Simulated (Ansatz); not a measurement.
BaO (rock salt, space group No. 225), a = b = c = 5.4340 Å, α = β = γ = 90.00°; the cell used has 2 atoms.

Relaxed with DFT-LDA in the program Ansatz with PAW potentials. Indices refer to the conventional cell of Fm-3m, a = 5.4340 Å, b = 5.4340 Å, c = 5.4340 Å, α = 90.00°, β = 90.00°, γ = 90.00°.

**Question.** Simulate the powder diffraction pattern (Fe Kα, λ = 1.93735 Å; lines above 1 %) up to 2θ = 90°.

**Answer.** Simulated powder pattern, Fe Kα, λ = 1.93735 Å (kinematic, ideal powder, no thermal factors, no anomalous dispersion; the 30 strongest lines at most, above 1 %, up to 2θ = 90°):

```json
[
 {"2θ (°)": "35.97", "d (Å)": "3.137", "I/Imax (%)": "100", "hkl": "(111)"},
 {"2θ (°)": "41.77", "d (Å)": "2.717", "I/Imax (%)": "85", "hkl": "(200)"},
 {"2θ (°)": "60.56", "d (Å)": "1.921", "I/Imax (%)": "57", "hkl": "(220)"},
 {"2θ (°)": "72.49", "d (Å)": "1.638", "I/Imax (%)": "45", "hkl": "(311)"},
 {"2θ (°)": "76.27", "d (Å)": "1.569", "I/Imax (%)": "20", "hkl": "(222)"}
]
```

The LDA relaxation kept the symmetry of its start; phonons on a q-mesh show no instability. Scalar-relativistic: spin–orbit coupling is off unless named, which matters more the heavier the elements.

Potentials: the later of the program's two PAW sets.
